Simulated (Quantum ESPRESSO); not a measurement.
# Cl₂ (changed cell): magnetic shieldings

```yaml
crystal:
  lattice:
    - [3.23156, -2.03690, 0.00000]
    - [3.23156, 2.03690, 0.00000]
    - [0.00000, 0.00000, 8.57045]
  atoms:
    - { symbol: Cl, position: [0.89017, 0.10983, 0.60573] }
    - { symbol: Cl, position: [0.10983, 0.89017, 0.39427] }
    - { symbol: Cl, position: [0.60983, 0.39017, 0.10573] }
    - { symbol: Cl, position: [0.39017, 0.60983, 0.89427] }
```
The cell was made here from a computed Materials Project entry: strained by +2 % along the third axis of the standard frame and by -1 % across it, atoms relaxed (PBE without dispersion, pw.x of a modified build of Quantum ESPRESSO, symmetry kept). The parent is Cl2 in Cmce; whether this form has been observed was not checked. Stability against distortions was not tested.

Shieldings are absolute and leave out the bulk-susceptibility term; a larger σ means a smaller chemical shift. By our sweeps, such settings leave a few ppm in absolute σ. No d partial waves on Cl: the paramagnetic term there is incompletely reconstructed. The structure is static (0 K, no zero-point motion).

Ω = σ33 − σ11 of the symmetric part; where symmetry doesn't make it nil, it is less certain than σ_iso.

### Question
What do the calculations give at each independent site (shieldings by GIPAW with PBE in Quantum ESPRESSO, on JTH PAW datasets, 25 Ha, k-mesh 7×7×3 shifted, f-sum rule met within 0.007 %)?

### Answer
| site | site symmetry | σ_iso (ppm) | span Ω (ppm) |
|---|---|---|---|
| Cl (atoms 1, 2, 3, 4) | m | 427 | 802 |
